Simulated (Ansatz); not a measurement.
**LiZn: reading a single point**

```yaml
crystal:
  lattice:
    - [0.00000, 3.13098, 3.13098]
    - [3.13098, 0.00000, 3.13098]
    - [3.13098, 3.13098, 0.00000]
  atoms:
    - { symbol: Zn, position: [0.50000, 0.50000, 0.50000] }
    - { symbol: Zn, position: [0.75000, 0.75000, 0.75000] }
    - { symbol: Li, position: [0.00000, 0.00000, 0.00000] }
    - { symbol: Li, position: [0.25000, 0.25000, 0.25000] }
```

Level: r2SCAN, no spin polarisation; 500 eV; 9×9×9 Γ-centred mesh; fermi-dirac occupations (width 0.1 eV); Ansatz 0.2.0, fixed geometry.

**Question.** What happens at the Fermi level?

**Answer.** It is a metal, with about 1.3 states/eV a cell as the mean within 0.25 eV of the Fermi level.

**Question.** Is it stable against the elements?

**Answer.** -0.20 eV an atom against the elements' usual phases (free molecules for gases, crystals otherwise, with no correction for O₂ or N₂), so it is bound against them; other compounds may still compete. Relaxing would lower it.

**Question.** How is the charge shared?

**Answer.** Bader charges in e: Li +0.85, Zn -0.85. In the mean Li gives up most and Zn takes most.

**Question.** What does the stress say?

**Answer.** The pressure is -3.2 GPa (compression positive), so with the atoms held at these fractions the cell would first shrink.

Origin: a database entry at a rescaled volume.
